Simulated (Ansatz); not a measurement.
# ZrHg: stiffness from a series of strains

```
CELL_PARAMETERS angstrom
3.14700 0.00000 0.00000
0.00000 3.14700 0.00000
0.00000 0.00000 4.17000
ATOMIC_POSITIONS crystal
Zr 0.50000 0.50000 0.50000
Hg 0.00000 0.00000 0.00000
```

Atom numbers follow the list: Zr1, Hg2.

The cell is COD entry 1522699, as deposited and not checked against the literature; nothing was relaxed.

Spin–orbit coupling is left out, though it moves levels of the heavy atoms by tenths of an eV or more.

Method: DFT, PBEsol, all-electron LAPW, scalar-relativistic (Ansatz 0.2.0).

The runs use a Γ-centred 13×13×10 k mesh, Fermi–Dirac smearing of 0.03 eV, basis error target 0.5 meV/atom, no spin polarisation.

The strain is applied along the Cartesian axes of the cell as listed (the other components stay zero). Fractional coordinates are held (clamped ions).

σ is the change of stress from the unstrained cell, which is at -0.63 GPa; tension is positive, so slopes are stress–strain coefficients at that pressure. In a metal the k mesh adds noise.

Only quantities that a quadratic follows smoothly over the whole series are listed; rougher ones are left out.

```
    εzz  σzz (GPa)  σxx (GPa)
-0.0200      -3.25      -2.40
 0.0000       0.00       0.00
 0.0100       1.59       1.02
 0.0200       3.15       1.94
```

**Question.** Fit the series and read off the stiffness at zero strain.

**Answer.** Least-squares fits y = p0 + p1 x + p2 x² to the rows give σzz (GPa): p1 = 160, p2 = -130; σxx (GPa): p1 = 108, p2 = -570. So C33 = 160 GPa and C13 = 108 GPa, for these axes.

**Question.** One run, at εzz = -0.0100, is withheld. Predict its row.

**Answer.** The fits give -1.61, -1.14; the run gave -1.60, -1.15.
